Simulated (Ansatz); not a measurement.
LuPt3 (Cu3Au type, space group No. 221) at seven volumes, the program Ansatz at the r²SCAN level (PAW), scaled uniformly. One row is withheld.

| V (Å³/atom) | P (GPa) |
|---|---|
| 15.124 | ? |
| 15.623 | 14.60 |
| 16.121 | 6.63 |
| 16.620 | 0.00 |
| 17.118 | -5.52 |
| 17.617 | -10.12 |
| 18.116 | -13.94 |

Q: Fit the shown pressures and predict the withheld one.

A: Third-order Birch–Murnaghan: P = (3/2)B₀(x^(7/2) − x^(5/2))[1 + (3/4)(B′ − 4)(x − 1)] with x = (V₀/V)^(2/3). Least squares on the six rows gives V₀ = 16.620 Å³/atom, B₀ = 201.5 GPa, B′ = 5.11. At V = 15.124, x = 1.0649 and P = 24.20 GPa. The run itself gave 24.18 GPa.

Space group Pm-3m (Cu3Au type). The workflow started from an entry of the Crystallography Open Database (COD). Whether it is the stable phase at ambient conditions was not checked. Symmetry was held in the r²SCAN relaxation; whether a distortion lowers the energy is not shown. The run is not spin-polarised. Scalar-relativistic: spin–orbit coupling is off unless named, which matters more the heavier the elements.

Potentials: the later of the program's two PAW sets.
